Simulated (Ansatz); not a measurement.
A plane-wave DFT run in Ansatz 0.2.0 (scalar-relativistic PAW potentials unless the input names others): input and command.

```yaml
crystal:
  lattice:
    - [0.0, 5.5601383941, 5.5601383941]
    - [5.5601383941, 0.0, 5.5601383941]
    - [5.5601383941, 5.5601383941, 0.0]
  atoms:
    - { symbol: K, position: [0.7589925819, 0.7589925819, 0.7410074181] }
    - { symbol: K, position: [0.2589925819, 0.2589925819, 0.2410074181] }
    - { symbol: Ag, position: [0.5001467237, 0.5001467237, 0.4998532763] }
    - { symbol: Bi, position: [-0.0001046809, -0.0001046809, 0.0001046809] }
    - { symbol: Br, position: [0.7435996127, 0.2523372499, 0.2564003873] }
    - { symbol: Br, position: [0.2540695968, 0.2540695968, 0.7459304032] }
    - { symbol: Br, position: [0.2523372499, 0.7435996127, 0.7476627501] }
    - { symbol: Br, position: [0.2523372499, 0.7435996127, 0.2564003873] }
    - { symbol: Br, position: [0.7435996127, 0.2523372499, 0.7476627501] }
    - { symbol: Br, position: [0.7453319596, 0.7453319596, 0.2546680404] }
basis:
  ecutwfc: 420
kpoints:
  mp_grid: { grid: [4, 4, 4] }
hamiltonian:
  xc: pbesol
scf:
  occupations: { method: gaussian, width: 0.05 }
  max_iter: 80
output:
  forces: true
  eigenvalues: true
  stress: true
total_charge: 0.5
```

```bash
ansatz run input.yaml --threads 2 --pin off --max-ram 5120MiB --backend cpu --events-out ev --progress --plain --runs-dir out
```

Abridged log:
```
Pseudopotentials: kind: paw
Pseudopotential: K, paw, valence charge 9, recommended cutoff 420 eV (normal)
Pseudopotential: Ag, paw, valence charge 19, recommended cutoff 420 eV (normal)
Pseudopotential: Bi, paw, valence charge 15, recommended cutoff 420 eV (normal)
Pseudopotential: Br, paw, valence charge 7, recommended cutoff 420 eV (normal)
Functional definition: PBEsol
Crystal: 10 atoms, lattice volume = 343.785 Å³
Basis set: ecut = 420 eV, 6735 PW (Γ), exchange–correlation on 108×108×108 points (8 copies of the dense FFT grid, shifted against one another)
Bands: 57, of which v1, the nominal top of the filled ones, is band 47 counted from 1 (46 counted from 0)
Symmetry: 8 space group operations
Space group: I4mm (ITA 107), of the structure as read, at distance tolerance 7.0e-5 Å
k-points: 13 of 64 (time reversal used)
Initial density: superposition of atomic densities (neutral atoms scaled as one to the charged cell's electrons: chi_scale 0, normalization atom), corrected by the library's trained network
Initial wavefunctions: pseudopotential atomic-orbital guess
Functional: x = pbesol(κ = 0.804, μ = 0.12345679), c = pbesol(β = 0.046)
SCF iter   1: F=—  HF=-39227.157444 eV  |F-HF|=—  |Δ(HF+E_count)|=         —  Δρ=8.22e-3  dr2=2.65e-1  ethr=1.77e-3  ⟨swp⟩=11.5  Hψ=3673  notcnv=0  defer=17
SCF iter   2: F=—  HF=-39227.111444 eV  |F-HF|=—  |Δ(HF+E_count)|=   4.60e-2  Δρ=4.28e-3  dr2=9.38e-2  ethr=2.84e-4  ⟨swp⟩=2.6  Hψ=1531  notcnv=0  defer=81
SCF iter   3: F=—  HF=-39227.095344 eV  |F-HF|=—  |Δ(HF+E_count)|=   1.61e-2  Δρ=3.48e-3  dr2=6.15e-2  ethr=1.00e-4  ⟨swp⟩=2.0  Hψ=1258  notcnv=0  defer=42
automatic band count: iteration 3 solves 54 bands in place of 57: the levels show a gap, and the empty bands left out lie too high to hold charge; the band table lists the bands solved (type scf.n_extra_bands for more)
SCF iter   4: F=—  HF=-39227.083426 eV  |F-HF|=—  |Δ(HF+E_count)|=   1.19e-2  Δρ=1.89e-3  dr2=2.29e-2  ethr=6.57e-5  ⟨swp⟩=2.0  Hψ=769  notcnv=0  defer=42
SCF iter   5: F=—  HF=-39227.079582 eV  |F-HF|=—  |Δ(HF+E_count)|=   3.84e-3  Δρ=1.08e-3  dr2=5.31e-3  ethr=2.45e-5  ⟨swp⟩=2.5  Hψ=1189  notcnv=0  defer=42
SCF iter   6: F=—  HF=-39227.078636 eV  |F-HF|=—  |Δ(HF+E_count)|=   9.46e-4  Δρ=5.05e-4  dr2=2.47e-3  ethr=5.68e-6  ⟨swp⟩=2.0  Hψ=1095  notcnv=0  defer=42
SCF iter   7: F=—  HF=-39227.078204 eV  |F-HF|=—  |Δ(HF+E_count)|=   4.31e-4  Δρ=2.70e-4  dr2=4.51e-4  ethr=2.64e-6  ⟨swp⟩=2.0  Hψ=845  notcnv=0  defer=42
SCF iter   8: F=—  HF=-39227.078113 eV  |F-HF|=—  |Δ(HF+E_count)|=   9.15e-5  Δρ=8.39e-5  dr2=3.66e-5  ethr=4.82e-7  ⟨swp⟩=2.0  Hψ=1201  notcnv=0  defer=42
SCF iter   9: F=—  HF=-39227.077992 eV  |F-HF|=—  |Δ(HF+E_count)|=   1.21e-4  Δρ=1.90e-5  dr2=1.21e-6  ethr=3.91e-8  ⟨swp⟩=2.0  Hψ=1189  notcnv=0  defer=42
SCF iter  10: F=-39227.077992 eV  HF=-39227.077992 eV  |F-HF|=4.28e-9  |Δ(HF+E_count)|=   2.59e-7  Δρ=6.11e-6  dr2=9.32e-8  ethr=1.07e-10  ⟨swp⟩=13.4  Hψ=4075  notcnv=0
SCF 1 converged in 10 iterations: F = -39227.077992 eV  dr2 = 9.32e-8
SCF converged after 10 iterations
Free energy (F): -39227.077992 eV
Harris-Foulkes:  -39227.077992 eV  (|F-HF|=4.28e-9)
Internal energy: -39227.068891 eV  (E = F + TS)
E sigma→0 (E₀):  -39227.073442 eV
Entropy (-TS):   -0.009101 eV (-0.910 meV/atom)
Fermi energy:    3.047047 eV
--- Forces (eV/Å), atoms counted from 1 ---
  atom   1  K      0.00000000     0.00000000     0.01610873
  atom   2  K      0.00000000     0.00000000     0.01610873
  atom   3  Ag     0.00000000     0.00000000    -0.00690826
  atom   4  Bi     0.00000000     0.00000000    -0.00309369
  atom   5  Br    -0.01664877     0.00000000    -0.00460359
  atom   6  Br     0.00000000     0.00000000    -0.01856881
  atom   7  Br     0.01664877     0.00000000    -0.00460359
  atom   8  Br     0.00000000    -0.01664877    -0.00460359
  atom   9  Br     0.00000000     0.01664877    -0.00460359
  atom  10  Br     0.00000000     0.00000000     0.01473107
--- Stress (GPa, compression-positive) ---
       -0.623902       0.000000       0.000000
        0.000000      -0.623902       0.000000
        0.000000       0.000000      -0.619816
  P = ⅓ Tr σ = -0.6225 GPa (-6.225 kbar)
```

What is wrong with this input?

The fault is a net charge on a solid that should be neutral, 0.5 electrons a cell too few, offset by a uniform background, so that energy and pressure hang on that convention (total_charge: not typed → 0.5, the first being the value of the sound run). Setting it back cures it. The run converged all the same, with a total energy on another zero, pressure -0.62 GPa (with the neutralising background of the charged cell), largest force 0.019 eV/Å, no gap on the mesh, so convergence alone doesn't show that an input is right. A reference run from the same start on usual settings converged with pressure 0.01 GPa, largest force 0.024 eV/Å, gap on the mesh 1.07 eV.

Time: 14 s on 2 threads of Arm Neoverse V1, on a shared host, peak memory 0.66 GiB.